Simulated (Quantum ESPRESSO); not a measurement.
# Computed NMR tensors in Si

```xyz
2
Lattice="0.0000 2.7155 2.7155 2.7155 0.0000 2.7155 2.7155 2.7155 0.0000" Properties=species:S:1:pos:R:3 pbc="T T T"
Si     0.0000     0.0000     0.0000
Si     1.3577     1.3577     1.3577
```
The cell was made here from an entry of the Crystallography Open Database (unchecked): atoms relaxed with PBE in the measured cell (PBE without dispersion, pw.x of a modified build of Quantum ESPRESSO, symmetry kept).  Stability against distortions was not tested.

Computed: shieldings by GIPAW with PBE in Quantum ESPRESSO, on JTH PAW datasets, 20 Ha, k-mesh 8×8×8 shifted, f-sum rule met within 0.013 %.

| site | site symmetry | σ_iso (ppm) |
|---|---|---|
| Si (atoms 1, 2) | -43m | 411 |

These are absolute shieldings with no macroscopic susceptibility term; δ = σ_ref − σ needs a reference computed alike. By our sweeps, such settings leave a few ppm in absolute σ. The datasets of Si hold no d projectors, which limits absolute σ on these atoms. With so small a Kohn–Sham gap, σ hangs strongly on the functional and the mesh. Static lattice: thermal averaging is not included.
